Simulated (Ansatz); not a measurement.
KMgH$_{3}$ (cubic perovskite)

```yaml
crystal:
  lattice:
    - [3.99205, 0.00000, 0.00000]
    - [0.00000, 3.99205, 0.00000]
    - [0.00000, 0.00000, 3.99205]
  atoms:
    - { symbol: K, position: [0.00000, 0.00000, 0.00000] }
    - { symbol: Mg, position: [0.50000, 0.50000, 0.50000] }
    - { symbol: H, position: [0.50000, 0.00000, 0.50000] }
    - { symbol: H, position: [0.00000, 0.50000, 0.50000] }
    - { symbol: H, position: [0.50000, 0.50000, 0.00000] }
```

The volume is varied about the relaxed value V₀ at fixed cell shape. Symmetry pins the atoms to their sites.

Level of theory: r2SCAN (plane waves to 500 eV, PAW, scalar-relativistic; Ansatz, an electronic-structure program). k mesh 8×8×8 (Γ-centred), Fermi-Dirac smearing 0.05 eV. The energy includes the smearing's −TS. KMgH3 was relaxed with its symmetry unable to fall. The zero of ΔE is the relaxed starting cell.

```csv
V (Å³/atom),ΔE (meV/atom)
11.451,17.4
11.706,10.8
11.960,5.9
12.215,2.5
12.469,0.6
12.724,0.0
12.978,0.6
13.233,2.3
13.487,4.9
13.742,8.5
13.996,12.9
```

Task: What bulk modulus B₀ follows from a third-order Birch-Murnaghan fit?

Result: 37.5 GPa.

Task: What is the fitted pressure derivative B₀′?

Result: 3.6.

(A scan under strain: stresses follow from slopes of the energy per volume, elastic moduli from its curvatures.)
